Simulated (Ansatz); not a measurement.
Sn₃C, ordered on the diamond lattice (P-4m2) with 4 atoms a cell, relaxed with r2SCAN. Space group P-4m2 (No. 115), tetragonal; a = 3.881 Å, c = 6.558 Å in the conventional setting, 24.69 Å³ an atom. C has 4 Sn at 2.27 Å; Sn has 2 C at 2.27 Å and 10 Sn at 2.86–3.88 Å; Sn has 8 Sn at 2.86–3.88 Å.

```
CELL_PARAMETERS angstrom
3.88069 0.00000 0.00000
0.00000 3.88069 0.00000
0.00000 0.00000 6.55752
ATOMIC_POSITIONS crystal
C 0.00000 0.00000 0.00000
Sn 0.00000 0.50000 0.17882
Sn 0.50000 0.50000 0.50000
Sn 0.50000 0.00000 0.82118
```

The questions ask for values computed with the PAW code Ansatz on this geometry. All values are calculated for a non-magnetic cell, which may be hypothetical.

Question: What gap does PBE give, and where are the band edges?

Answer: PBE gives no gap: the lowest nominally empty band dips 2.24 eV below the top of the last filled one (its bottom at M, the top at Γ), so the cell is a metal or semimetal at this level.

Question: What does PBE+SOC give for the gap (6×6×4 mesh)?

Answer: With PBE+SOC the bands overlap by 2.05 eV (counted from 1, band 46 peaks at Γ and band 47 bottoms out at M): no gap.

Question: Estimate the gap with r2SCAN on 6×6×4.

Answer: r2SCAN gives no gap: the lowest nominally empty band dips 2.18 eV below the top of the last filled one (its bottom at M, the top at Γ), so the cell is a metal or semimetal at this level.

Question: What do these levels agree on?

Answer: No level opens a gap, but no hybrid is among them, and semilocal functionals can close a real gap.

Only the levels marked +SOC include spin-orbit coupling.
